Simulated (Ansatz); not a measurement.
Ti₃IrC₂ in space group P6_3/mmc (No. 194; Ti on 4f, Ti on 2a, Ir on 2b, C on 4f) at seven volumes, DFT-PBE in the program Ansatz with PAW potentials, shape and atoms relaxed at each. One row is withheld.

| V (Å³/atom) | P (GPa) |
|---|---|
| 10.905 | 25.77 |
| 11.265 | 15.80 |
| 11.624 | ? |
| 11.984 | 0.02 |
| 12.343 | -6.19 |
| 12.703 | -11.47 |
| 13.062 | -15.96 |

Task: Fit the shown pressures and predict the withheld one.

Result: Third-order Birch–Murnaghan: P = (3/2)B₀(x^(7/2) − x^(5/2))[1 + (3/4)(B′ − 4)(x − 1)] with x = (V₀/V)^(2/3). Least squares on the six rows gives V₀ = 11.985 Å³/atom, B₀ = 223.0 GPa, B′ = 4.28. At V = 11.624, x = 1.0206 and P = 7.28 GPa. The run itself gave 7.28 GPa.

The start of the workflow was typed in or built on a structure type; neither database checked (COD, Materials Project) lists it. Its standing as an ambient phase is unchecked. Symmetry was held in the PBE relaxation; its stability against distortions is not shown here. No spin polarisation was allowed. Scalar-relativistic: spin–orbit coupling is off unless named, which matters more the heavier the elements.

Potentials: the earlier of the program's two PAW sets.
